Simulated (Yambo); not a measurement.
Yambo run on a free-standing PtSe2 monolayer (symmetry P-3m1, slab cell 15.6 Å high). The wavefunctions are PBE (stringent potentials; Quantum ESPRESSO, PseudoDojo norm-conserving, 104 Ry, no spin-orbit coupling) ones on a 6×6×1 mesh (33 occupied bands); a = b = 3.703 Å, c = 15.600 Å, α = β = 90.00°, γ = 120.00°.

Yambo input:

```
rim_cut
gw0
dyson
el_el_corr
HF_and_locXC
ppa
em1d
rim_w
RandQpts= 1000000
RandGvec= 2 Ry
CUTGeo= "slab z"
EXXRLvcs= 104 Ry
VXCRLvcs= 416 Ry
Chimod= "HARTREE"
% BndsRnXp
 23 | 110 |
%
NGsBlkXp= 8 Ry
% LongDrXp
 1.0 | 1.0 | 0.0 |
%
RandGvecW= 1000 mRy
PPAPntXp= 27.2114 eV
% GbndRnge
 1 | 110 |
%
GTermKind= "BG"
DysSolver= "n"
ExtendOut
% QPkrange
 1 | 1 | 33 | 33 |
 2 | 2 | 33 | 34 |
%
```

k points by index: 1 = Γ, 2 = (0, 0.167).

Resulting energies as the program prints them:

```
#    K-point    Band    Eo [eV]    E [eV]    E-Eo [eV]    Vxc [eV]    Vnlxc [eV]    Sc|Eo [eV]    Sc|E [eV]    dSc/dw|Eo [eV]    Re(Z)    Im(Z)
#
    1    33    0.000000    -0.205305    -0.205305    -15.10006    -16.64653    1.269620    1.341165    -9.468839    0.741835    -0.003807
    2    33    -0.072251    -0.249250    -0.177000    -15.93893    -17.86822    1.690156    1.752289    -9.534931    0.740501    -0.003803
    2    34    1.725091    2.520009    0.794918    -16.45079    -13.39256    -1.988504    -2.263313    -9.403088    0.743167    -0.003811
```
(The two width columns are left out.) Convergence of these settings isn't established.

Geometry relaxed with PBEsol.
